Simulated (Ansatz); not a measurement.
A geometry of Se away from equilibrium: the start of the relaxation of a relaxed Se cell stretched uniformly to 115 % of its volume. Calculation: r2SCAN (plane waves to 500 eV, PAW, scalar-relativistic; Ansatz, a program for electronic structure). Γ-centred k-mesh 6×6×5 on the run's cell (coarser than for final values), Fermi–Dirac smearing 0.05 eV.

```xyz
3
Lattice="4.7215 0.0000 0.0000 -2.3607 4.0889 0.0000 0.0000 0.0000 5.2268" Properties=species:S:1:pos:R:3 pbc="T T T"
Se     1.0240     0.0000     4.3556
Se    -0.5120     0.8868     0.8711
Se     1.8487     3.2021     2.6134
```

Problem. What forces act on the atoms (eV/Å)?

Solution. 
```tsv
atom	Fx	Fy	Fz
Se1	-1.20	0.00	0.00
Se2	0.60	-1.04	0.00
Se3	0.60	1.04	0.00
```

Problem. What is the pressure?

Solution. -5.3 GPa, compression positive.

No spin polarisation in the result. Without a van der Waals term the distances between weakly bound units are poorly fixed.

The run could not lose the symmetry of its start.

Without dispersion the volume is uncertain too.
